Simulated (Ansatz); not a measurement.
With PBE in the plane-wave PAW code Ansatz, B in the cubic phase (Pm-3m; B on 6f) relaxes to a = 4.157 Å.

Electronic character: metallic (no gap).

The bulk modulus is 126 GPa.

The start of the workflow was typed in or built on a structure type; neither database checked (COD, Materials Project) lists it. It is not the phase usual at ambient conditions (space group No. 166). The PBE relaxation kept the symmetry of its start; whether a distortion lowers the energy is not shown.

Potentials: the later of the program's two PAW sets.
